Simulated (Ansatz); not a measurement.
## Notes on Sr2CuO3

```yaml
crystal:
  lattice:
    - [-6.37866, 1.96426, 1.75725]
    - [12.75731, -3.92853, 3.51450]
    - [6.37866, 1.96426, -1.75725]
  atoms:
    - { symbol: O, position: [0.00000, 0.00000, 0.00000] }
    - { symbol: O, position: [0.00000, 0.50000, 0.00000] }
    - { symbol: Sr, position: [0.50000, 0.17605, 0.85210] }
    - { symbol: Sr, position: [0.50000, 0.67605, 0.85210] }
    - { symbol: Sr, position: [0.50000, 0.32395, 0.14790] }
    - { symbol: Sr, position: [0.50000, 0.82395, 0.14790] }
    - { symbol: Cu, position: [0.50000, 0.00000, 0.50000] }
    - { symbol: Cu, position: [0.50000, 0.50000, 0.50000] }
    - { symbol: O, position: [0.50000, 0.07735, 0.65470] }
    - { symbol: O, position: [0.50000, 0.57735, 0.65470] }
    - { symbol: O, position: [0.50000, 0.42265, 0.34530] }
    - { symbol: O, position: [0.50000, 0.92265, 0.34530] }
```

The numbers come from plane-wave PAW DFT (Ansatz): r2SCAN, collinear spin, 500 eV, 8×4×8 Γ-centred k points, cold occupations (width 0.0364 eV). Nothing was relaxed.

No atom carries over 0.3 μB, and the net moment is 0.50 μB a cell; the state need not be the lowest.

(1) Is it stable against the elements?

(2) What does the stress say?

(3) Describe some of the short contacts.

(4) Which atom feels the largest force, and which way?

(5) Is there a gap?

(6) Give the Bader charges.

Origin: a database entry at a rescaled volume. Caveats: the k mesh is coarse if the cell is a metal.

Answers

(1) -2.31 eV an atom against the elements' usual phases (free molecules for gases, crystals otherwise, with no correction for O₂ or N₂), so it is bound against them; other compounds may still compete. Relaxing would lower it.

(2) The pressure is -1.9 GPa (compression positive), so with the atoms held at these fractions the cell would first shrink. The principal stresses -3.2, -1.6, -0.9 GPa differ, so its shape would change too.

(3) O–Cu at 1.96 Å: least valence density 0.61 e/Å³ and ELF 0.20 there. Sr–O at 2.52 Å: least valence density 0.23 e/Å³ and ELF 0.07 there. These are pseudo-fields; inside the PAW spheres they differ from the all-electron ones.

(4) The largest is on Sr4 (and as large on other atoms): 0.18 eV/Å, components (0.18, 0.00, 0.00). It makes 180° with the line to a nearest neighbour, O10 at 2.52 Å, pointing away from it.

(5) It is a metal, with about 1.5 states/eV a cell as the mean within 0.25 eV of the Fermi level, mostly O p (48 %) and Cu d (45 %).

(6) Bader charges in e: Sr +1.56, Cu +0.90, O -1.38 to -1.27. In the mean Sr gives up most and O takes most.
